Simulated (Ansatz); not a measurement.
# Vibrational response of Cs₄Zn

Method: Ansatz 0.2.0, DFT PBE, scalar-relativistic, plane waves, PAW. Plane waves to 420 eV; Γ-centred k mesh 6×6×6; Fermi-Dirac smearing of 0.15 eV. No spin polarisation. Phonons by linear response, acoustic sum rule imposed.

Equilibrium structure at this level:
```yaml
crystal:
  lattice:
    - [7.72624, 0.00000, 0.00000]
    - [0.00000, 7.72624, 0.00000]
    - [0.00000, 0.00000, 7.72624]
  atoms:
    - { symbol: Cs, position: [0.50000, 0.00000, 0.00000] }
    - { symbol: Cs, position: [0.00000, 0.50000, 0.00000] }
    - { symbol: Cs, position: [0.00000, 0.00000, 0.50000] }
    - { symbol: Cs, position: [0.50000, 0.50000, 0.50000] }
    - { symbol: Zn, position: [0.00000, 0.00000, 0.00000] }
```

It was reached by relaxing an invented guess, and it needn't be the stable form of this composition. In a metal, frequencies depend on the k mesh and the smearing, soft modes most. Spin–orbit coupling is left out, which matters for heavy elements.

Question: Is this structure stable against zone-centre distortions?

Answer: Yes, at Γ: no optical mode is imaginary. Strains and other wave vectors aren't tested by this run.

Question: List the optical modes at Γ (i marks imaginary ones).

Answer:
```
frequency (cm⁻¹)  degeneracy
              17           3
              25           3
              35           3
              65           3
```
